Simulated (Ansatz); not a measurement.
## Putting Li into C

Computed with Ansatz 0.2.0, DFT PBE+D3(BJ), scalar-relativistic, plane waves, PAW.

Settings: cutoff 420 eV, Γ-centred mesh 18×18×6 on the computed 4-atom cell, Gaussian smearing of 0.10 eV; no spin polarisation for the host; each changed cell takes a mesh and smearing chosen by its own gap and starts from the host's moments or customary ones, or runs without spin. Cells and atoms are relaxed to the nearest stationary point that keeps the symmetry of their start (forces under 0.02 to 0.04 eV/Å, stress under 0.1 to 0.2 GPa); energies are at zero smearing, without zero-point or thermal terms.

Relaxed host (gap on the mesh 0 eV):

```xyz
4
Lattice="2.4651 0.0000 0.0000 -1.2326 2.1349 0.0000 0.0000 0.0000 6.7410" Properties=species:S:1:pos:R:3 pbc="T T T"
C     0.0000    0.0000    0.0169
C     0.0000    0.0000    3.3873
C     0.0000    1.4232    0.0169
C     1.2326    0.7116    3.3873
```

Cases: (1) 1 Li in a 1×2×1 repeat of the cell, at (0.667 0.167 0.208) in fractions of that repeat, 1.98 Å from the nearest atom of the relaxed host; (2) 1 Li in a 1×2×1 repeat of the cell, at (0.333 0.167 0.254) in fractions of that repeat, 1.87 Å from the nearest atom of the relaxed host.

**Question.** Give the energy per Li taken from Li metal (negative: uptake is favourable), the mean voltage, the swelling and the final surroundings.

**Answer.**
| case | formula | energy per Li (eV) | mean voltage (V) | ΔV (%) | principal strains (%) | nearest host atoms of the first Li | gap (eV) |
| --- | --- | --- | --- | --- | --- | --- | --- |
| 1 | LiC8 | 0.20 | -0.20 | +2.2 | +0.9 +0.6 +0.6 | 12 (C) from 2.30 Å | 0 |
| 2 | LiC8 | 0.20 | -0.20 | +2.2 | +0.9 +0.6 +0.6 | 12 (C) from 2.31 Å | 0 |

Each ion keeps what symmetry its start has, so a lower place off a symmetric site can be missed, above all for H.

Voltages count 1 electron per Li and hold for the ions inside the host, not for its break-up into other phases.

Relaxed structure of case 2, the lowest per ion:

```
CELL_PARAMETERS angstrom
2.48777 0.00000 0.00000
-2.48777 4.29556 -0.00007
-0.00001 -0.00021 6.78224
ATOMIC_POSITIONS crystal
C 0.81380 0.07306 0.99663
C 0.81555 0.57481 0.99739
C 0.14916 0.40842 0.53076
C 0.14740 0.90667 0.53000
C 0.14919 0.40845 0.99663
C 0.14743 0.90669 0.99739
C 0.81378 0.07304 0.53076
C 0.81553 0.57479 0.53001
Li 0.48150 0.24075 0.26370
```

Cost: 3 runs of about 23 core-minutes in all, on Arm Neoverse V1 (shared hosts).